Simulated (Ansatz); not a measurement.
## La2MoF: computed properties

These are results of DFT PBE, scalar-relativistic, plane waves, PAW in Ansatz 0.2.0, not measurements.

Plane waves to 420 eV, a k mesh through Γ of 12×12×6 on the computed 4-atom cell and Gaussian smearing (0.10 eV); no spin polarisation.

The structure is relaxed at this level of theory with its symmetry kept, and needn't be the ground state of this composition.

Space group P-3m1 (No. 164), trigonal, a = 3.581 Å, c = 8.113 Å. Around La lie 3 F at 2.81 Å, 3 Mo at 2.99 Å, 6 La at 3.58 Å and 3 La at 4.32 Å; Mo is surrounded by 6 La at 2.99 Å; F has 6 La at 2.81 Å.

| Quantity | Value |
| --- | --- |
| Volume per atom | 22.52 Å³ |
| Formation energy from the elements' standard states (uncorrected) | -0.817 eV/atom |
| Kohn–Sham band gap | none (metal) |
| Density of states at the Fermi level | 3.4 states/eV per cell |
| Orbital (Löwdin) character within 0.5 eV of the Fermi level | Mo 4d 50 %, La 5d 35 % |
| Bader charge by site (e) | La (2 in the cell) 0.88, Mo (1 in the cell) -0.86, F (1 in the cell) -0.90 |

Spin-orbit coupling is left out, which matters for the bands of heavy elements.

A magnetic start lost its moments in a first run, so spin was left out; other magnetic orders weren't tried.

The cell was found from a structure generator's guess, not taken from experiment. Löwdin shares on free-atom orbitals overweight diffuse shells.
